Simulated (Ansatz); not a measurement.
CrCoGe in space group P6_3/mmc (No. 194; Ge on 2d, Co on 2c, Cr on 2a), plane-wave PAW PBE (Ansatz code), all energies at zero smearing, with the estimated change up to a 700 eV cutoff added, with one set of potentials and settings (totals compare only within such a set). Cell of 6 atoms (2 Ge, 2 Co, 2 Cr): -25598.492 eV.

| element | reference phase | E (eV/atom) |
|---|---|---|
| Ge | Fd-3m, 2 atoms in the cell | -4294.9847 |
| Co | P6_3/mmc, 2 atoms in the cell, spin-polarised | -5126.1559 |
| Cr | Im-3m, 2 atoms in the cell, spin-polarised | -3377.7530 |

Formation energy per atom, worked out: (-25598.492 − 2×(-4294.9847) − 2×(-5126.1559) − 2×(-3377.7530))/6 = -0.117 eV/atom (-11 kJ per mol of atoms), at 0 K, without zero-point energy or fitted corrections.

The workflow started from an entry of the Crystallography Open Database (COD, 300 K). Its standing as an ambient phase is unchecked. The PBE relaxation kept the symmetry of its start, as lowered by the spin order; whether a distortion lowers the energy is not shown. Magnetic state: antiferromagnetic, chosen from 5 collinear starts compared on coarse meshes (ties went to the first, and starts can fall back to one state), not a proven ground state. The references are the lowest solids computed at this level, not always the standard phases.

Potentials: the later of the program's two PAW sets.
